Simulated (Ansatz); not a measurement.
ScCo (CsCl type), conventional cell a = 3.0716 Å, b = 3.0716 Å, c = 3.0716 Å, α = 90.00°, β = 90.00°, γ = 90.00°. The calculation uses the primitive cell of 2 atoms, to which meshes and values per cell refer.

This relaxed cell (volume V₀) is scaled evenly in all directions, its shape held. Symmetry pins the atoms to their sites.

All values below come from PBEsol (plane waves to 420 eV, PAW, scalar-relativistic; Ansatz, a first-principles code). k mesh 15×15×15 (Γ-centred), Fermi-Dirac smearing 0.05 eV. Energies are smeared free energies. Stress and pressure are positive under compression. ScCo is run without spin polarisation. ScCo was relaxed with its symmetry unable to fall. ΔE is measured from the relaxed starting cell.

```tsv
V (Å³/cell)	ΔE (eV/atom)	P (GPa)
24.34	0.205	32.8
25.27	0.124	23.9
26.20	0.065	16.4
27.12	0.027	10.0
28.05	0.006	4.6
28.98	0.000	0.0
29.91	0.006	-3.9
30.83	0.022	-7.3
31.76	0.047	-10.1
32.69	0.080	-12.5
33.62	0.119	-14.6
```

Derived quantities:

```
Item                                                       Value
-------------------------------------------------  -------------
Pressure at the smallest volume                         32.8 GPa
Energy cost of the largest compression              205 meV/atom
Energy cost of the largest expansion                119 meV/atom
Bulk modulus B₀ (third-order Birch-Murnaghan fit)        133 GPa
Pressure derivative B₀′ (fit)                                4.0
Equilibrium volume of the fit                      14.49 Å³/atom
Pressure for 5 % compression (fit)                       7.5 GPa
```

The 11 points together took roughly 26 core-seconds.

(Under strain, the slope of the energy per volume gives the stress and its curvature an elastic modulus.)
